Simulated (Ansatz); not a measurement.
# PtS2: how much do the potentials matter?

PtS2 in CdI2-type (1T) layers, in a typed cell, not relaxed.

```
Pt S
1.0
     1.78500   -3.09171    0.00000
     1.78500    3.09171    0.00000
     0.00000    0.00000    5.04000
Pt S
1 2
Direct
  0.00000 0.00000 0.00000
  0.33333 0.66667 0.24400
  0.66667 0.33333 0.75600
```

Settings of the Ansatz calculation: PBE; k mesh 6×6×4; fixed occupations; no spin. Phonons (linear response) are harmonic and in cm⁻¹; i marks an unstable mode. Zone-centre lists hold the optical modes without the non-analytic term.

Caveats: coarse k mesh; atoms are off their rest positions; narrow gap, sensitive to the k mesh; the program warns that the mesh is coarse for the field response; soft modes or ε∞ of this crystal moved by over a tenth between k meshes, so they aren't converged.

The reference is the run on all-electron PAW datasets (no frozen core) at 380 eV and 18.54 Å³ an atom: top Γ mode (cm⁻¹) 328; lowest Γ mode (cm⁻¹) 289; mean ε∞ 16.19; mean Born charge of Pt (e) 2.02.

Q: The same calculation was made on Ansatz generated PAW, Ansatz hand-made PAW, JTH PAW, PseudoDojo norm-conserving, GBRV ultrasoft, Ansatz norm-conserving. How far do the results move?

A: 
```
                potentials  cutoff (eV)  top Γ mode (cm⁻¹)  lowest Γ mode (cm⁻¹)  mean ε∞  mean Born charge of Pt (e)
      Ansatz generated PAW          420                328                   289    16.23                        2.01
      Ansatz hand-made PAW          570                328                   289    16.21                        2.01
                   JTH PAW          780                330                   294    16.52                        2.07
PseudoDojo norm-conserving         1143                327                   289    16.22                        2.00
            GBRV ultrasoft          544                327                   289    16.26                        2.02
    Ansatz norm-conserving         1143                328                   289    16.21                        2.01
```

The largest move among the frequencies in the table is 4.4 cm⁻¹, in the lowest Γ mode on JTH PAW.
